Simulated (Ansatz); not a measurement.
### Question
Ti (hcp (Mg type), space group No. 194) is relaxed with DFT-PBE+D3(BJ) in the program Ansatz with PAW potentials. What lattice parameters of the conventional cell result?

### Answer
a = 2.888 Å, c = 4.569 Å.

Its a lies over 2 % below tabulated measurements.

Space group P6_3/mmc (hcp (Mg type)). Symmetry was held in the PBE+D3(BJ) relaxation. The run is not spin-polarised. The pairwise dispersion correction was not fitted to metals. Axis ratios of metals converge slowly with the k-mesh, so a and c are less sure than the volume.

Potentials: the later of the program's two PAW sets.
